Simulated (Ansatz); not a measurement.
## AlCo₃: do energies and stresses tell the same story?

These are results of DFT PBEsol, scalar-relativistic, plane waves, PAW in Ansatz, not measurements.

Settings: cutoff 420 eV, Γ-centred mesh 12×12×12 on the computed 4-atom cell, Gaussian smearing of 0.10 eV; collinear spin from starting moments 0 1.45 1.45 1.45 μB.

Relaxed cell: Pm-3m, a = 3.529 Å, b = 3.529 Å, c = 3.529 Å, α = 90.00°, β = 90.00°, γ = 90.00°, 4 atoms in the primitive cell. Whether it is the stable form of this composition wasn't checked.

Energies at zero smearing and pressures from the stress tensor, at volumes with shape and atoms relaxed:
```json
{"V (Å³/atom)": "10.331", "E − E(first) (meV/atom)": "0.00", "P (GPa)": "8.81"}
{"V (Å³/atom)": "10.661", "E − E(first) (meV/atom)": "-16.79", "P (GPa)": "6.61"}
{"V (Å³/atom)": "10.990", "E − E(first) (meV/atom)": "-23.62", "P (GPa)": "0.00"}
{"V (Å³/atom)": "11.320", "E − E(first) (meV/atom)": "-17.52", "P (GPa)": "-5.79"}
{"V (Å³/atom)": "11.650", "E − E(first) (meV/atom)": "-0.25", "P (GPa)": "-10.74"}
```

Question: Check P = −dE/dV between neighbouring volumes, and get the bulk modulus from the pressures alone.

Answer: With 1 eV/Å³ = 160.2 GPa:
| middle V (Å³/atom) | −ΔE/ΔV (GPa) | mean P (GPa) |
| --- | --- | --- |
| 10.496 | 8.157 | 7.710 |
| 10.826 | 3.322 | 3.306 |
| 11.155 | -2.966 | -2.896 |
| 11.485 | -8.393 | -8.268 |

The two differ by 0.45 GPa at most. The mean of two end pressures misses the average over a step by about ΔV² P″/12, up to 0.72 GPa here; with that taken off 0.28 GPa remains, from the smearing term (the stress is the derivative of the free energy), the finite cutoff, the mesh or the relaxation's tolerance. The largest site moment goes from 0.56 to 1.36 μB along the series, which bends P(V). Around V = 10.990 Å³/atom, the two neighbours give B = −V ΔP/ΔV = 10.990 × 12.40 / 0.659 = 206.7 GPa, against B0 = 190.9 GPa from the Birch–Murnaghan fit of the energies, which describes these points poorly (B0' = -2.7).

Only this magnetic start was tried.